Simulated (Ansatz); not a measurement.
Relaxed-ion elastic tensor of ScAs (rock salt, Fm-3m) in GPa (Voigt order), the program Ansatz at the LDA level (PAW); density 5.19 g/cm³, 19.19 Å³ per atom.

```json
[
 {"": "1", "1": "230", "2": "33.2", "3": "33.2", "4": "0.0", "5": "0.0", "6": "0.0"},
 {"": "2", "1": "33.2", "2": "230", "3": "33.2", "4": "0.0", "5": "0.0", "6": "0.0"},
 {"": "3", "1": "33.2", "2": "33.2", "3": "230", "4": "0.0", "5": "0.0", "6": "0.0"},
 {"": "4", "1": "0.0", "2": "0.0", "3": "0.0", "4": "43.0", "5": "0.0", "6": "0.0"},
 {"": "5", "1": "0.0", "2": "0.0", "3": "0.0", "4": "0.0", "5": "43.0", "6": "0.0"},
 {"": "6", "1": "0.0", "2": "0.0", "3": "0.0", "4": "0.0", "5": "0.0", "6": "43.0"}
]
```

**Question.** Is the crystal mechanically stable?

**Answer.** Yes: the smallest eigenvalue of C is 43.0 GPa.

**Question.** Work out the Voigt, Reuss and Hill averages.

**Answer.** K_V = 98.9, K_R = 98.9, K_H = 98.9; G_V = 65.3, G_R = 55.6, G_H = 60.4 GPa.

**Question.** Give Young's modulus, Poisson's ratio, Pugh's ratio and the universal anisotropy index.

**Answer.** E = 9KG/(3K + G) = 151 GPa; ν = 0.25; K/G = 1.64 (brittle by the Pugh limit of 1.75); A_U = 5G_V/G_R + K_V/K_R − 6 = 0.87.

**Question.** Estimate the sound speeds and the Debye temperature.

**Answer.** v_l = √((K + 4G/3)/ρ) = 5880 m/s, v_t = √(G/ρ) = 3410 m/s, mean 3790 m/s; Θ = (h/k)(3n/4πV)^(1/3) v_m = 421 K.

**Question.** Give the Zener ratio and Young's modulus along [100], [110] and [111].

**Answer.** A = 2C44/(C11 − C12) = 0.44; 1/E = S11 − 2(S11 − S12 − S44/2)Γ with Γ = 0, 1/4, 1/3 gives 222, 129, 113 GPa.

**Question.** Solve the Christoffel equation for the three sound speeds along [100], [110], [111].

**Answer.** Eigenvalues of C_ijkl n_j n_l equal ρv². In km/s, slowest first: [100] 2.88, 2.88, 6.66; [110] 2.88, 4.36, 5.81; [111] 3.93, 3.93, 5.49.

The first step of the workflow began from a Materials Project structure, measured or hypothetical; the Crystallography Open Database files this formula in space group No. 225, but the cells were not matched. Whether it is the stable phase at ambient conditions was not checked. The cell was relaxed with LDA under the symmetry of its start; of distortions, only those at the zone centre were tested. The run is not spin-polarised. As this level gives no gap, shear constants depend on the k-mesh and smearing (Fermi–Dirac, 0.1 eV here).

Potentials: the later of the program's two PAW sets.
